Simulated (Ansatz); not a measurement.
FeAs:
```xyz
8
Lattice="3.3348 0.0000 0.0000 0.0000 5.5311 0.0000 0.0000 0.0000 6.0772" Properties=species:S:1:pos:R:3 pbc="T T T"
Fe     0.0000     4.1707     4.8346
Fe     1.6674     4.1260     1.2426
Fe     1.6674     1.3604     1.7960
Fe     0.0000     1.4051     4.2812
As     0.0000     5.2907     2.5864
As     1.6674     3.0059     3.4908
As     1.6674     0.2404     5.6250
As     0.0000     2.5252     0.4522
```
The run is spin-polarised; directions of the spins, atom by atom: ↑ ↓ ↑ ↓ 0 0 0 0.

Relaxed with r²SCAN.

Q: Which orbitals make up the states near the Fermi level in the program Ansatz at the r²SCAN level (PAW)?

A: Within 0.5 eV of the Fermi level: Fe 3d 83 %, As 4p 11 %. Projections are on Löwdin-orthogonalised atomic valence shells; empty p or d shells of many metals are not among them.

Q: Tabulate the density of states.

A: States/eV per cell of 8 atoms, in 0.25 eV bins, energy from the Fermi level.

```
E (eV)  total  Fe 3d  As 4p  Fe 4s
------  -----  -----  -----  -----
-7.85    0.00   0.00   0.00   0.00
-7.60    0.04   0.01   0.03   0.01
-7.35    0.45   0.06   0.30   0.07
-7.10    1.91   0.29   1.30   0.24
-6.85    2.77   0.42   1.88   0.34
-6.60    3.56   0.56   2.41   0.41
-6.35    4.32   0.75   2.94   0.40
-6.10    4.01   0.82   2.63   0.31
-5.85    3.31   0.82   2.05   0.23
-5.60    3.70   1.03   2.20   0.23
-5.35    2.89   0.87   1.70   0.14
-5.10    2.68   0.90   1.50   0.12
-4.85    3.74   1.34   2.09   0.15
-4.60    4.83   1.93   2.56   0.18
-4.35    5.99   2.94   2.72   0.17
-4.10    8.17   4.63   3.18   0.16
-3.85    7.65   4.76   2.58   0.11
-3.60    8.61   5.19   3.05   0.11
-3.35   11.95   7.11   4.32   0.12
-3.10    9.01   5.75   2.93   0.06
-2.85    6.64   4.98   1.44   0.04
-2.60    9.60   7.76   1.52   0.06
-2.35   10.15   8.76   1.07   0.08
-2.10    5.69   4.63   0.86   0.07
-1.85    8.84   6.80   1.67   0.08
-1.60    5.82   4.29   1.26   0.06
-1.35    4.99   3.79   0.98   0.04
-1.10    5.26   4.23   0.74   0.04
-0.85    7.24   5.90   0.93   0.09
-0.60   10.65   9.02   1.05   0.10
-0.35   10.19   8.88   0.78   0.06
-0.10    1.40   1.12   0.19   0.01
0.15     0.28   0.20   0.06   0.00
0.40     2.16   1.37   0.53   0.04
0.65     5.24   3.55   1.17   0.09
0.90     7.14   5.09   1.43   0.10
1.15     4.04   2.76   0.87   0.07
1.40    11.13   8.71   1.68   0.14
1.65     6.30   4.06   1.67   0.09
1.90     7.21   4.06   2.45   0.11
2.15     3.82   1.80   1.62   0.07
2.40     3.89   1.69   1.73   0.15
2.65     4.91   2.12   2.19   0.20
2.90     4.99   2.12   2.32   0.18
3.15     4.00   1.56   1.98   0.18
3.40     4.75   1.71   2.50   0.24
3.65     4.06   1.42   2.18   0.20
3.90     4.08   1.40   2.27   0.16
4.15     1.63   0.52   0.96   0.07
4.40     0.37   0.07   0.16   0.11
4.65     0.31   0.04   0.07   0.17
```

Space group Pnma. The workflow started from an entry of the Crystallography Open Database (COD). Whether it is the stable phase at ambient conditions was not checked. Symmetry was held in the r²SCAN relaxation, as lowered by the spin order; its stability against distortions is not shown here. Spin order of the final state: antiferromagnetic, chosen from 4 collinear starts compared on coarse meshes (ties went to the first, and starts can fall back to one state), not a proven ground state. Other orbital occupations within this spin state were not tried. Spin–orbit coupling is left out wherever it is not named.

Potentials: the later of the program's two PAW sets.
